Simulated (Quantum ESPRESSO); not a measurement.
# Band energies of PtSe2

```
PtSe2
1.0
    3.76793     0.00000     0.00000
   -1.88396     3.26312     0.00000
    0.00000     0.00000     4.83572
Se Pt
2 1
Direct
  0.66667   0.33333   0.73466
  0.33333   0.66667   0.26534
  0.00000   0.00000   0.00000
```

PBEsol (pw.x of Quantum ESPRESSO, ONCV potentials, scalar-relativistic); path ΓMKΓALHA,LM,KH; energies in eV from the Fermi level.

| k (1/Å) | point | band 21 | band 22 | band 23 | band 24 | band 25 | band 26 | band 27 | band 28 |
|---|---|---|---|---|---|---|---|---|---|
| 0.00 | Γ | -3.76 | -2.45 | -0.98 | -0.98 | 0.80 | 1.09 | 1.09 | 3.27 |
| 0.21 |  | -3.86 | -2.75 | -1.49 | -1.19 | -0.09 | 1.26 | 1.57 | 4.09 |
| 0.53 |  | -4.08 | -3.44 | -2.21 | -2.08 | -1.59 | 1.43 | 1.94 | 4.86 |
| 0.86 |  | -3.81 | -3.74 | -3.10 | -3.01 | -2.76 | 0.57 | 2.47 | 4.97 |
| 0.96 | M | -3.73 | -3.69 | -3.27 | -3.22 | -2.90 | 0.50 | 2.51 | 5.01 |
| 1.19 |  | -4.12 | -3.30 | -3.30 | -2.83 | -1.86 | 0.31 | 1.57 | 4.49 |
| 1.52 | K | -4.53 | -3.57 | -2.27 | -1.66 | -1.66 | -0.04 | -0.04 | 3.82 |
| 1.85 |  | -4.61 | -3.23 | -2.92 | -2.60 | -0.67 | 0.27 | 1.06 | 4.25 |
| 2.07 |  | -4.50 | -3.34 | -2.68 | -2.16 | -0.33 | 0.63 | 1.78 | 4.93 |
| 2.41 |  | -3.91 | -2.77 | -1.48 | -1.30 | 0.01 | 1.13 | 1.63 | 4.17 |
| 2.63 | Γ | -3.76 | -2.45 | -0.98 | -0.98 | 0.80 | 1.09 | 1.09 | 3.27 |
| 2.74 |  | -3.77 | -2.46 | -1.04 | -1.04 | 0.57 | 1.18 | 1.18 | 3.34 |
| 3.06 |  | -3.81 | -2.61 | -1.53 | -1.53 | -1.20 | 2.02 | 2.02 | 4.34 |
| 3.28 | A | -3.82 | -2.92 | -1.70 | -1.68 | -1.68 | 2.34 | 2.34 | 4.91 |
| 3.39 |  | -3.86 | -2.80 | -2.31 | -1.64 | -1.06 | 2.03 | 2.21 | 5.10 |
| 3.71 |  | -4.10 | -3.19 | -1.60 | -1.39 | -0.90 | 0.65 | 1.13 | 4.32 |
| 3.92 |  | -3.94 | -3.24 | -2.49 | -1.71 | -0.99 | 0.70 | 0.96 | 4.31 |
| 4.24 | L | -3.34 | -3.30 | -3.04 | -2.57 | -1.10 | 0.62 | 1.47 | 4.82 |
| 4.58 |  | -4.12 | -3.55 | -3.36 | -2.34 | -2.33 | 1.83 | 2.22 | 5.68 |
| 4.80 | H | -4.28 | -4.28 | -3.41 | -2.44 | -2.44 | 2.34 | 2.34 | 6.57 |
| 4.89 |  | -4.31 | -3.95 | -3.40 | -2.53 | -2.35 | 2.27 | 2.30 | 6.38 |
| 5.17 |  | -4.11 | -3.16 | -2.51 | -2.50 | -1.97 | 1.18 | 1.91 | 5.52 |
| 5.45 |  | -4.17 | -3.18 | -1.87 | -1.01 | -0.81 | -0.15 | 1.44 | 5.11 |
| 5.63 |  | -4.09 | -2.97 | -2.28 | -1.40 | -0.33 | 0.89 | 1.60 | 5.26 |
| 5.91 | A | -3.82 | -2.92 | -1.70 | -1.68 | -1.68 | 2.34 | 2.34 | 4.91 |
| 5.91 | L | -3.34 | -3.30 | -3.04 | -2.57 | -1.10 | 0.62 | 1.47 | 4.82 |
| 6.13 |  | -3.39 | -3.30 | -3.07 | -2.87 | -1.62 | 1.08 | 1.59 | 4.03 |
| 6.45 |  | -3.73 | -3.62 | -3.27 | -3.20 | -2.80 | 0.64 | 2.36 | 4.88 |
| 6.56 | M | -3.73 | -3.69 | -3.27 | -3.22 | -2.90 | 0.50 | 2.51 | 5.01 |
| 6.56 | K | -4.53 | -3.57 | -2.27 | -1.66 | -1.66 | -0.04 | -0.04 | 3.82 |
| 6.65 |  | -4.51 | -3.57 | -2.36 | -1.74 | -1.74 | 0.10 | 0.10 | 3.95 |
| 6.93 |  | -4.36 | -3.74 | -3.26 | -2.24 | -2.24 | 1.40 | 1.40 | 5.45 |
| 7.21 | H | -4.28 | -4.28 | -3.41 | -2.44 | -2.44 | 2.34 | 2.34 | 6.57 |

A metal at this level: along this path bands 25, 26, 27 cross the Fermi level.

Spin-orbit coupling is left out; for elements this heavy it splits bands near the Fermi level.

Geometry relaxed with PBE+D3(BJ).
